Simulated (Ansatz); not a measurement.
The start is a generated cell, Pt built in the AFLOW prototype A_tI2_139_a (A6, as in In). A full variable-cell relaxation at zero pressure is run with PBE (plane waves to 420 eV, PAW, scalar-relativistic; Ansatz, a program for electronic structure). First-step values are on the input's coarse k-mesh.

Ansatz input (later rounds restart from its end on a renewed k-mesh):
Ansatz 0.2 input:
```yaml
crystal:
  lattice:
    - [-1.5184884, 1.5184884, 1.6327332]
    - [1.5184884, -1.5184884, 1.6327332]
    - [1.5184884, 1.5184884, -1.6327332]
  atoms:
    - { symbol: Pt, position: [0, 0, 0] }
basis: { ecutwfc: 420, ecutrho_ratio: 4, xc_grid: 2, fft_grid_basis: typed }
kpoints: { mp_grid: { grid: [15, 15, 15] } }
hamiltonian:
  xc: pbe
  dispersion: none
  pseudopotentials: { azcp: { folder: ./paw }, kind: paw }
scf: { occupations: { method: fermi_dirac, width: 0.05 } }
relax: { f_tol: 0.01, max_steps: 100, cell: { stress_tol: 0.02 } }
output: { forces: true, stress: true }
```

Question: Does the structure survive the relaxation? Give the final space group.

Answer: The space group goes from I4/mmm (No. 139) to Fm-3m (No. 225); the end is fcc (Cu type), with 1 atom in the primitive cell.

Question: How much energy is released per atom?

Answer: 0.11 eV/atom.

Question: Is the relaxed structure metallic? Give its gap.

Answer: Zero (metallic).

Question: What does it relax into? Give the structure.

Answer: 
```cif
data_Pt4
_chemical_formula_sum 'Pt4'
_space_group_name_H-M_alt 'Fm-3m'
_space_group_IT_number 225
_space_group_name_Hall '-F 4 2 3'
_cell_length_a 3.97009
_cell_length_b 3.97009
_cell_length_c 3.97009
_cell_angle_alpha 90.000
_cell_angle_beta 90.000
_cell_angle_gamma 90.000
loop_
_atom_site_label
_atom_site_type_symbol
_atom_site_symmetry_multiplicity
_atom_site_Wyckoff_symbol
_atom_site_fract_x
_atom_site_fract_y
_atom_site_fract_z
_atom_site_occupancy
Pt1 Pt 4 a 0.00000 0.00000 0.00000 1
```
(The calculation used a cell of 1 atom; values per cell refer to that cell.)

Final values are on a 20×20×20 k-mesh of the relaxed cell. No spin polarisation in the result.

The run could not lose the symmetry of its start; a randomly shaken copy of 2 atoms returns to this structure.
